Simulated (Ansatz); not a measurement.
Sb (A7 (α-As type), R-3m) under volume change, the program Ansatz at the LDA level (PAW), shape and atoms relaxed at each volume.

```json
[
 {"V (Å³/atom)": "26.565", "E − E(relaxed) (meV/atom)": "…", "P (GPa)": "…"},
 {"V (Å³/atom)": "27.441", "E − E(relaxed) (meV/atom)": "…", "P (GPa)": "…"},
 {"V (Å³/atom)": "28.316", "E − E(relaxed) (meV/atom)": "4.1", "P (GPa)": "1.54"},
 {"V (Å³/atom)": "29.192", "E − E(relaxed) (meV/atom)": "0.0", "P (GPa)": "0.00"},
 {"V (Å³/atom)": "30.068", "E − E(relaxed) (meV/atom)": "3.6", "P (GPa)": "-1.27"},
 {"V (Å³/atom)": "30.944", "E − E(relaxed) (meV/atom)": "13.3", "P (GPa)": "-2.25"},
 {"V (Å³/atom)": "31.819", "E − E(relaxed) (meV/atom)": "27.8", "P (GPa)": "-3.02"}
]
```

### Question
Complete the blanks.

### Answer

- 26.565, E − E(relaxed) (meV/atom): 41.4
- 26.565, P (GPa): 5.60
- 27.441, E − E(relaxed) (meV/atom): 17.4
- 27.441, P (GPa): 3.35

### Question
What does a third-order Birch–Murnaghan fit give for V₀, B₀ and B′?

### Answer
V₀ = 29.19 Å³/atom, B₀ = 45.3 GPa, B′ = 5.8.

The LDA relaxation kept the symmetry of its start. Scalar-relativistic: spin–orbit coupling is off unless named, which matters more the heavier the elements.

Potentials: the earlier of the program's two PAW sets. The files were generated under PBE; for other functionals the program regenerates the frozen cores, and for LDA and PBEsol the local potential too.
